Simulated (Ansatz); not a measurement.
A geometry of Be away from equilibrium: the start of the relaxation of a generated cell, Be built in the AFLOW prototype A_oC8_64_f (A14, as in I). Method: r2SCAN (plane waves to 500 eV, PAW, scalar-relativistic; Ansatz, a program for electronic structure). Γ-centred k-mesh 14×14×6 on the run's cell (coarser than for final values), Fermi–Dirac smearing 0.05 eV.

```xyz
4
Lattice="2.0837 -1.3639 0.0000 2.0837 1.3639 0.0000 0.0000 0.0000 5.7342" Properties=species:S:1:pos:R:3 pbc="T T T"
Be     2.0837    -0.9415     0.6738
Be     2.0837     0.9415     5.0605
Be     2.0837     0.4224     2.1933
Be     2.0837    -0.4224     3.5409
```

Task: Predict the force on each atom, in eV/Å.

Result: 
| atom | Fx | Fy | Fz |
|---|---|---|---|
| Be1 | 0.00 | 4.57 | 4.35 |
| Be2 | 0.00 | -4.57 | -4.35 |
| Be3 | 0.00 | 4.57 | -4.35 |
| Be4 | 0.00 | -4.57 | 4.35 |

Task: What is the pressure?

Result: +23.6 GPa, compression positive.

Task: How much energy per atom can still be gained by relaxing?

Result: 1.09 eV/atom; the path ends in Im-3m (No. 229) (bcc (W type)).

No spin polarisation in the result.

The run could not lose the symmetry of its start: the end is stationary, and may be a saddle point rather than a minimum.

The end of the path is a generated cell of Be: the first start was made by placing the elements on the sites of a structure type, and the end was not matched to a known phase here, so it may be hypothetical. Known forms of Be include space group No. 194.
